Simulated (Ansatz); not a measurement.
# TiH: energy along a strain

TiH, Fm-3m, a = 4.179 Å (as given, not relaxed at this level: -7.9 GPa). The structure is a Materials Project entry; whether it is the stable form wasn't checked. Ansatz: LDA, PAW, 420 eV, Γ-centred 20×20×20 mesh on 2 atoms, Gaussian smearing 0.15 eV; no spin polarisation. Cell vectors (Å): 0.000 2.090 2.090; 2.090 0.000 2.090; 2.090 2.090 0.000. The cell is strained by x per cent times the pattern (0 0 0 1 0 0) in the order xx yy zz yz xz xy (engineering shears), with fractional coordinates held. y is the free energy over the start, V0 = 9.125 Å³/atom. Symmetry makes y even in x.

```tsv
x (%)	y (meV/atom)
-6.00	7.61
-3.00	1.98
0.00	0.00
1.50	0.50
3.75	3.07
4.50	4.38
5.25	?
```

Question: Fit y = c2 x² + c4 x⁴ to the other rows, get the stiffness along the pattern, and predict the missing energy.

Answer: Least squares on the rows shown. y = 0.2227 x² − 0.0003152 x⁴. The clamped-ion stiffness p·C·p = 2 × 2.227 eV × 160.2 / 9.125 Å³ = 78 GPa, which is C44 in these axes (second derivative at the start, which stands under stress). At x = 5.25 the fit asked for gives 5.90 meV/atom. The run gave 5.89 meV/atom, so the fit is 0.01 meV/atom too high, a small miss on the scale of the series.